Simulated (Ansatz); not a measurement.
# Computed properties of AlCuGeSe₄

AlCuGeSe4:
```yaml
crystal:
  lattice:
    - [-2.76311, 2.76311, 5.36512]
    - [2.76311, -2.76311, 5.36512]
    - [2.76311, 2.76311, -5.36512]
  atoms:
    - { symbol: Al, position: [0.75000, 0.25000, 0.50000] }
    - { symbol: Cu, position: [0.00000, 0.00000, 0.00000] }
    - { symbol: Ge, position: [0.50000, 0.50000, 0.00000] }
    - { symbol: Se, position: [0.13295, 0.11044, 0.50577] }
    - { symbol: Se, position: [0.88956, 0.39532, 0.02250] }
    - { symbol: Se, position: [0.60468, 0.62718, 0.49423] }
    - { symbol: Se, position: [0.37282, 0.86705, 0.97750] }
```

Space group I-4 (No. 82); conventional cell a = 5.526 Å, b = 5.526 Å, c = 10.730 Å, α = 90.00°, β = 90.00°, γ = 90.00°.

Method: r²SCAN (plane waves, PAW; program Ansatz). Structure relaxed to zero pressure with the same functional. Other levels are named where they apply.

### Cell and energy

| Quantity | Value |
|---|---|
| Volume per atom | 23.41 Å³ |
| Density | 4.85 g/cm³ |
| Formation energy from the elements (no fitted shifts) | -0.57 eV/atom |

### Electronic structure

| Quantity | Value |
|---|---|
| Band gap | 1.34 eV (indirect) |
| Valence-band maximum | at Γ |
| Conduction-band minimum | at X (2 equivalent valleys) |
| Smallest direct gap on the standard path | 1.39 eV |
| Electron effective mass | 0.22, 0.31, 0.67 mₑ (principal values) |
| Hole effective mass, band 1 of 2 at the edge | 0.79 along x, 0.84 along z (mₑ) |
| Hole effective mass, band 2 of 2 at the edge | 0.20 along x, 0.84 along z (mₑ) |
| Hole effective mass with spin–orbit coupling | 0.29, 0.29, 0.78 mₑ (principal values) |
| HSE06 gap on the r²SCAN cell | 2.06 eV |
| Gap with spin–orbit coupling | 1.28 eV |

### Mechanics

| Item | Value |
|---|---|
| Bulk modulus (Birch–Murnaghan fit) | 45.5 GPa |
| Pressure derivative B′ | 4.8 |

### Charges

| Quantity | Result |
|---|---|
| Bader charges | Al +2.20, Cu +0.43, Ge +0.99, Se -0.90 e |

The first step of the workflow began from a Materials Project structure, measured or hypothetical; the Crystallography Open Database copy checked does not list it. Whether it is the stable phase at ambient conditions was not checked. The cell was relaxed with r²SCAN under the symmetry of its start; whether a distortion lowers the energy is not shown. The run is not spin-polarised. The references are the lowest solids computed at this level, not always the standard phases. Spin–orbit coupling is left out wherever it is not named.

Potentials: the later of the program's two PAW sets.
